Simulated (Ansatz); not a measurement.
An element in the diamond structure gives these cold pressures by all-electron LAPW under LDA (Ansatz 0.2.0, scalar-relativistic, no spin polarisation).

```csv
V (Å³/atom),P (GPa)
19.70,-0.05
17.34,15.97
15.37,39.5
13.40,79.7
11.43,151.0
9.85,250.2
8.47,396.0
```

Task: Which element is it?

Result: Si. Its zero-pressure volume in this structure is near 19.7 Å³/atom; the volume and the steepness of P(V) together point to it, though neighbours can come close. Neighbours weren't tried against these numbers.
